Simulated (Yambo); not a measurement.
Cs$_{2}$KScF$_{6}$ (space group Fm-3m, No. 225), G0W0@LDA in Yambo with this input:

```
rim_cut
gw0
dyson
el_el_corr
HF_and_locXC
ppa
em1d
RandQpts= 1000000
RandGvec= 1 Ry
EXXRLvcs= 84 Ry
VXCRLvcs= 336 Ry
Chimod= "HARTREE"
% BndsRnXp
 2 | 377 |
%
NGsBlkXp= 8 Ry
% LongDrXp
 1.0 | 1.0 | 1.0 |
%
PPAPntXp= 27.2114 eV
% GbndRnge
 1 | 377 |
%
GTermKind= "BG"
DysSolver= "n"
ExtendOut
```

On a 2×2×2 mesh, with wavefunctions cut at 84 Ry, the gap (Γ → Γ) is 10.068 eV and the valence edge shifts by -2.181 eV.

**Question.** What happens with this change: 2 Ry block?

**Answer.** The gap rises by 0.848 eV, to 10.916 eV; the shift of the valence edge becomes -3.163 eV. Neither run is shown to be the converged limit.

Geometry of the Materials Project entry, not relaxed at this level; primitive cell a = 6.5974 Å, b = 6.5974 Å, c = 6.5974 Å, α = 60.00°, β = 60.00°, γ = 60.00°.

The structure is a Materials Project entry; no match was found in the copy of COD used, and its stability was not checked.

A shift is the quasiparticle energy of the state minus its LDA energy.
